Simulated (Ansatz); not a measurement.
NaF:
```yaml
crystal:
  lattice:
    - [3.86838, 0.00000, 0.00000]
    - [-1.93419, 3.35012, 0.00000]
    - [0.00000, 0.00000, 4.55243]
  atoms:
    - { symbol: Na, position: [0.33333, 0.66667, 0.75000] }
    - { symbol: F, position: [0.66667, 0.33333, 0.75000] }
    - { symbol: Na, position: [0.66667, 0.33333, 0.25000] }
    - { symbol: F, position: [0.33333, 0.66667, 0.25000] }
```

Relaxed with r²SCAN.

### Question
Give the Bader charges and basin volumes of the independent atoms, r²SCAN in the plane-wave PAW code Ansatz.

### Answer


```
atom  Bader charge (e)  Bader volume (Å³)
----  ----------------  -----------------
Na1              +0.89                8.6
F2               -0.89               19.7
```

Space group P6_3/mmc. The start of the workflow was typed in or built on a structure type; neither database checked (COD, Materials Project) lists it. It is not the phase usual at ambient conditions (space group No. 225). Symmetry was held in the r²SCAN relaxation; its stability against distortions is not shown here.

Potentials: the later of the program's two PAW sets.
